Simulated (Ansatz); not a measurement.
# Li2Pt: strain and displacement

```yaml
crystal:
  lattice:
    - [4.18600, 0.00000, 0.00000]
    - [-2.09300, 3.62518, 0.00000]
    - [0.00000, 0.00000, 2.66100]
  atoms:
    - { symbol: Li, position: [0.33333, 0.66667, 0.50000] }
    - { symbol: Li, position: [0.66667, 0.33333, 0.50000] }
    - { symbol: Pt, position: [0.00000, 0.00000, 0.00000] }
```

Atom numbers follow the list: Li1, Li2, Pt3.

The geometry is COD entry 1523301, unchecked; take it as a test cell.

Spin–orbit coupling is left out, though it moves levels of the heavy atoms by tenths of an eV or more.

Method: DFT, LDA, all-electron LAPW, scalar-relativistic in Ansatz 0.2.0.

Sampling and basis: a Γ-centred 9×9×12 k mesh, Fermi–Dirac smearing of 0.03 eV, basis error target 1 meV/atom, no spin polarisation.

The unchanged cell is at -4.41 GPa.

In a metal, stresses and small energies carry noise from the k mesh.

x, y and z are the Cartesian axes of the cell as listed; fractional coordinates follow a strain, and an engineering shear is twice the off-diagonal strain component.

(1) With this change (equal xy, yz and zx engineering shear strains of -2 %), what becomes of the energy and stress and forces?

With equal xy, yz and zx engineering shear strains of -1 %: energy change under 1 meV/atom; stress change (xx, yy, zz, yz, xz, xy) 0.02, 0.02, -0.02, 0.17, 0.17, 0.36 GPa, compression positive; change of the force on Li1 (0.021, 0.000, -0.001) eV/Å.

(2) With this change (equal xy, yz and zx engineering shear strains of +1 %), what becomes of the energy and stress and forces?

With equal xy, yz and zx engineering shear strains of +2 %: energy change under 1 meV/atom; stress change (xx, yy, zz, yz, xz, xy) 0.08, 0.07, -0.06, -0.31, -0.31, -0.68 GPa, compression positive; change of the force on Li2 (0.044, 0.000, 0.002) eV/Å.

## Answers

(1) Energy change +1 meV/atom; stress change (xx, yy, zz, yz, xz, xy) 0.08, 0.07, -0.06, 0.35, 0.35, 0.73 GPa, compression positive; change of the force on Li1 (0.041, 0.000, -0.002) eV/Å.

(2) Energy change under 1 meV/atom; stress change (xx, yy, zz, yz, xz, xy) 0.02, 0.02, -0.02, -0.16, -0.16, -0.35 GPa, compression positive; change of the force on Li2 (0.022, 0.000, 0.000) eV/Å.
